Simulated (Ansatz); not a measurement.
CdSe (zinc blende)

```
CdSe
1.0
    0.00000     3.04101     3.04101
    3.04101     0.00000     3.04101
    3.04101     3.04101     0.00000
Se Cd
1 1
Direct
  0.75000   0.75000   0.75000
  0.00000   0.00000   0.00000
```

The slice is a {100} plane (indices of the conventional cell) through the point (0.000, 0.000, 0.000) (fractional), spanned by u = [100] and v = [0 1 -1] in vectors of this cell: u (4.30 Å) and v (4.30 Å, at 90° to u). It covers one period; positions are fractions (u, v).

Level of theory: PBEsol (plane waves to 420 eV, PAW, scalar-relativistic; Ansatz, a first-principles code). k mesh 9×9×9. These are valence fields of a PAW run, semicore shells included where kept as valence: close to a nucleus they are smooth pseudo fields. CdSe was relaxed with its symmetry unable to fall. The PAW data are Ansatz's earlier set.

Question: Sketch the valence electron density on this plane as a map.

Answer: 
```
|@@@@%#*+==-------------==+*#%@@@|
|@@@%%#*+=---------------=+*#%%@@|
|@@%%#*+==-----:::::-----==+*#%%@|
|%%%#**+==---:::::::::---==+**#%%|
|###**+==---:::::::::::---==+**##|
|***++==---:::::::::::::---==++**|
|+++===---:::::::::::::::---===++|
|=====---::::.........::::---====|
|==-----:::.............:::-----=|
|------:::...............:::-----|
|-----::::....       ....::::----|
|----::::....         ....::::---|
|----::::...           ...::::---|
|---:::::...           ...:::::--|
|---:::::...           ...:::::--|
|---:::::...           ...:::::--|
|---:::::...           ...:::::--|
|---:::::...           ...:::::--|
|----::::...           ...::::---|
|----::::....         ....::::---|
|-----::::....       ....::::----|
|------:::...............:::-----|
|==-----:::.............:::-----=|
|=====---::::.........::::---====|
|+++===---:::::::::::::::---===++|
|***++==---:::::::::::::---==++**|
|###**+==---:::::::::::---==+**##|
|%%%#**+==---:::::::::---==+**#%%|
|@@%%#*+==-----:::::-----==+*#%%@|
|@@@%%#*+=---------------=+*#%%@@|
|@@@@%#*+==-------------==+*#%@@@|
|@@@@%#*+==-------------==+*#%@@@|
```
Scale: ten equal steps from -2.01 (start of ' ') to 1.43 (end of '@'), in the order ' .:-=+*#%@'. Values: log₁₀ of the valence density in e/Å³. The map has 32 points along u (one character each, u = 0 at the left) and 32 along v (v = 0 in the bottom row). The scale is logarithmic, as a density can span decades between atoms and voids.
